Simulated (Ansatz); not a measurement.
BeMo₂:
```
CELL_PARAMETERS angstrom
      0.00000     3.58429     3.58429
      3.58429     0.00000     3.58429
      3.58429     3.58429     0.00000
ATOMIC_POSITIONS crystal
  Mo 0.62500 0.62500 0.62500
  Mo 0.12500 0.62500 0.62500
  Mo 0.62500 0.12500 0.62500
  Mo 0.62500 0.62500 0.12500
  Be 0.25000 0.25000 0.25000
  Be 0.00000 0.00000 0.00000
```

Relaxed with PBEsol.

**Question.** Decompose the optical modes at the zone centre into irreducible representations, and say which are infrared and Raman allowed.

**Answer.** Point group m-3m: Γ_opt = A2u + Eu + 2T1u + T2g + T2u. Infrared: T1u. Raman: T2g.

**Question.** Assign frequencies (DFPT, DFT-PBEsol in the program Ansatz with PAW potentials).

**Answer.** T2u 43i, T2g 98, T1u 170, Eu 174, T1u 236, A2u 338 cm⁻¹.

Space group Fd-3m (cubic Laves (MgCu2 type)). A made-up cell: these elements were put on the sites of a structure type; neither database checked (COD, Materials Project) lists it. Whether it is the stable phase at ambient conditions was not checked. The PBEsol relaxation kept the symmetry of its start; phonons show weakly imaginary modes. The run is not spin-polarised. As this level gives no gap, phonon frequencies hold no LO–TO term and depend on the k-mesh and smearing (Fermi–Dirac, 0.1 eV here).

Potentials: the earlier of the program's two PAW sets. The files were generated under PBE; for other functionals the program regenerates the frozen cores, and for LDA and PBEsol the local potential too.
